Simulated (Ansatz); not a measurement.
Structure optimisation: platinum, A15

The calculation used DFT, r2SCAN, plane waves (500 eV) with PAW, scalar-relativistic (Ansatz). (PAW data from PBE, frozen cores regenerated.)

k-point mesh 5×5×5, Fermi-Dirac smearing 0.1 eV, no spin polarisation. Cell and atoms relax.

Starting structure:

```xyz
8
Lattice="4.9428 0.0000 0.0000 0.0000 4.9428 0.0000 0.0000 0.0000 4.9428" Properties=species:S:1:pos:R:3 pbc="T T T"
Pt    0.0000    0.0000    0.0000
Pt    2.4714    2.4714    2.4714
Pt    1.2357    0.0000    2.4714
Pt    3.7071    0.0000    2.4714
Pt    2.4714    1.2357    0.0000
Pt    2.4714    3.7071    0.0000
Pt    0.0000    2.4714    1.2357
Pt    0.0000    2.4714    3.7071
```

**Question.** What cell does the relaxation end in?

**Answer.** Pm-3n with a = 5.027 Å; 15.88 Å³ per atom against 15.09 at the start (5.2 %).

**Question.** How much energy does the relaxation gain?

**Answer.** 32.8 meV per atom.
